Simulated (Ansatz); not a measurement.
**PbF2 (Fm-3m), two-dimensional strain map**

Computed with Ansatz, DFT r2SCAN, scalar-relativistic, plane waves, PAW. Cutoff 500 eV, Γ-centred 8×8×8 k-points, Gaussian smearing of 0.05 eV. Spin–orbit coupling is left out, which can shift energies with elements as heavy as these. No spin polarisation. Energies are free energies at this smearing, counted from the undisturbed cell; pressure is positive in compression.

The undisturbed cell (as given, not relaxed at this level; it stands at -0.7 GPa, and it needn't be the usual structure):

```
Pb F
1.0
     0.00000    2.96985    2.96985
     2.96985    0.00000    2.96985
     2.96985    2.96985    0.00000
Pb F
1 2
Direct
  0.00000 0.00000 0.00000
  0.25000 0.25000 0.25000
  0.75000 0.75000 0.75000
```

The cell is strained by p along both x and y and by q along z, fractional coordinates fixed. Points are written (p, q).

Energy above the undisturbed cell in meV/atom (a dash: not computed):

| p \ q | -0.080 | 0.000 | 0.080 |
| --- | --- | --- | --- |
| -0.080 | 301.7 | 127.6 | ? |
| 0.000 | ? | 0.0 | 41.8 |
| 0.080 | 81.3 | 109.5 | – |

**Question.** Fill in the withheld energies.

**Answer.** (-0.080, 0.080): 73.1; (0.000, -0.080): 35.8.